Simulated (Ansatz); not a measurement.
Input and command of a plane-wave DFT calculation in Ansatz:

```yaml
crystal:
  lattice:
    - [0.0, 2.454822, 2.454822]
    - [2.54074077, 0.0, 2.454822]
    - [2.54074077, 2.454822, 0.0]
  atoms:
    - { symbol: Hf, position: [0.0, 0.0, 0.0] }
    - { symbol: "N", position: [0.75, 0.75, 0.75] }
basis:
  ecutwfc: 420
kpoints:
  mp_grid: { grid: [16, 16, 16] }
hamiltonian:
  xc: pbesol
scf:
  occupations: { method: gaussian, width: 0.15 }
output:
  forces: true
  stress: true
  eigenvalues: true
```

```bash
ansatz run input.yaml --threads 1 --pin off --max-ram 2560MiB --backend cpu --events-out ev --progress --plain --runs-dir out
```

Processor: Intel(R) Xeon(R) Processor @ 2.70GHz, 1 thread, on a host shared with other jobs.

How long does it run, and how much memory does it take?

About 14 s on 1 thread of Intel(R) Xeon(R) Processor @ 2.70GHz, with other jobs on the host, peak memory 0.52 GiB. It solves 20 bands at 349 k points (the mesh reduced by symmetry) with about 593 plane waves, in 8 SCF iterations.
